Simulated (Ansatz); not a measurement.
A geometry of SiO$_{2}$ away from equilibrium: the start of the relaxation of a relaxed SiO2 cell squeezed uniformly to 80 % of its volume. Calculation: r2SCAN (plane waves to 500 eV, PAW, scalar-relativistic; Ansatz, a quantum-chemistry and plane-wave program). Γ-centred k-mesh 6×6×9 on the run's cell (coarser than for final values), Fermi–Dirac smearing 0.05 eV.

```xyz
6
Lattice="3.8848 0.0000 0.0000 0.0000 3.8848 0.0000 0.0000 0.0000 2.4772" Properties=species:S:1:pos:R:3 pbc="T T T"
Si     1.9424     1.9424     1.2386
Si     0.0000     0.0000     0.0000
O      3.1315     3.1315     1.2386
O      1.1891     2.6956     0.0000
O      2.6956     1.1891     0.0000
O      0.7533     0.7533     1.2386
```

Q: What forces act on the atoms (eV/Å)?

A: 
```json
[
 {"atom": "Si1", "Fx": "0.00", "Fy": "0.00", "Fz": "0.00"},
 {"atom": "Si2", "Fx": "0.00", "Fy": "0.00", "Fz": "0.00"},
 {"atom": "O3", "Fx": "-1.42", "Fy": "-1.42", "Fz": "0.00"},
 {"atom": "O4", "Fx": "-1.42", "Fy": "1.42", "Fz": "0.00"},
 {"atom": "O5", "Fx": "1.42", "Fy": "-1.42", "Fz": "0.00"},
 {"atom": "O6", "Fx": "1.42", "Fy": "1.42", "Fz": "0.00"}
]
```

Q: What is the pressure?

A: +118 GPa, compression positive.

Q: How much energy per atom can still be gained by relaxing?

A: 0.48 eV/atom; the path ends in P4₂/mnm (No. 136) (rutile type).

No spin polarisation in the result.

The run could not lose the symmetry of its start.
